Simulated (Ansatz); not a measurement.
Input:

B2W:
```
B2W
1.0
    2.98197     0.00000     0.00000
   -1.49099     2.58246     0.00000
    0.00000     0.00000     3.31890
W B
1 2
Direct
  0.00000   0.00000   0.00000
  0.33333   0.66667   0.50000
  0.66667   0.33333   0.50000
```

This is the LDA-relaxed structure.

**Question.** All from the program Ansatz at the LDA level (PAW), unless another level is named. Predict the electronic character.

**Answer.** metallic (no gap).

**Question.** What about the formation energy from the elements (no fitted shifts)?

**Answer.** -0.14 eV/atom.

**Question.** Next, the density of states at the Fermi level?

**Answer.** 0.44 states/eV per atom (mean over ±0.08 eV).

Space group P6/mmm. The workflow started from an entry of the Crystallography Open Database (COD), which files this formula under 2 space groups. Its standing as an ambient phase is unchecked. Symmetry was held in the LDA relaxation; its stability against distortions is not shown here. No spin polarisation was allowed. The references are the lowest solids computed at this level, not always the standard phases. Scalar-relativistic: spin–orbit coupling is off unless named, which matters more the heavier the elements.

Potentials: the later of the program's two PAW sets.
